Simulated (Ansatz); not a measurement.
Values for one crystal, relaxed and computed with PBEsol in the plane-wave PAW code Ansatz; other levels are named.

```yaml
volume_per_atom: 11.50 Å³
band_gap: 0.44 eV (direct)
Gap with spin–orbit coupling: 0.44 eV
conduction_band_minimum: at Γ
Highest zone-centre frequency (without LO–TO term): 672 cm⁻¹
Hole effective mass with spin–orbit coupling, band 1 of 2 at the edge: 7.7 along [100], 2.8 along [110], 1.8 along [111] (mₑ)
Young's modulus: 133 GPa
```

Q: Which compound is it?
(A) Zn2SnO4, spinel
(B) LiTaO3, P4mm (Ta on 1b, Li on 1a, O on 1b, O on 2c)
(C) MgO, CsCl type
(D) SrTiO3, cubic perovskite

A: A, Zn2SnO4, spinel

Space group Fd-3m (spinel). The cell is a constructed one: a structure type filled with these elements; the Crystallography Open Database copy checked does not list it. Its standing as an ambient phase is unchecked. The cell was relaxed with PBEsol under the symmetry of its start; whether a distortion lowers the energy is not shown. Scalar-relativistic: spin–orbit coupling is off unless named, which matters more the heavier the elements.

Potentials: the earlier of the program's two PAW sets. The files were generated under PBE; for other functionals the program regenerates the frozen cores, and for LDA and PBEsol the local potential too.
